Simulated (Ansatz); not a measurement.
Space group Fm-3m (No. 225). a = 5.597 Å, b = 5.597 Å, c = 5.597 Å, α = 90.00°, β = 90.00°, γ = 90.00°
| atom | site | symmetry | x | y | z |
| --- | --- | --- | --- | --- | --- |
| Al | 4b | m-3m | 0.5000 | 0.0000 | 0.0000 |
| Ni | 8c | -43m | 0.2500 | 0.7500 | 0.7500 |
| Ni | 4a | m-3m | 0.0000 | 0.0000 | 0.0000 |

Equation of state of this AlNi₃ structure (not necessarily the ground state), with shape and atoms relaxed at each volume where symmetry leaves them free. It has no gap at any of these volumes. Computed with Ansatz 0.2.0, DFT PBEsol, scalar-relativistic, plane waves, PAW.

Cutoff 420 eV; k points 14×14×14 on the computed 4-atom cell (Γ-centred); Gaussian smearing, width 0.10 eV; no spin polarisation.

```
V (Å³/atom) E − E(largest V) (meV/atom) P (GPa)
     10.300                         5.20    14.31
     10.629                       -15.89     6.56
     10.957                       -22.35     0.00
     11.286                       -16.42    -5.55
     11.615                         0.00   -10.24
```

**Question.** Fit a third-order Birch–Murnaghan equation to E(V).

**Answer.** V0 = 10.96 Å³/atom, B0 = 201 GPa, B0' = 4.6.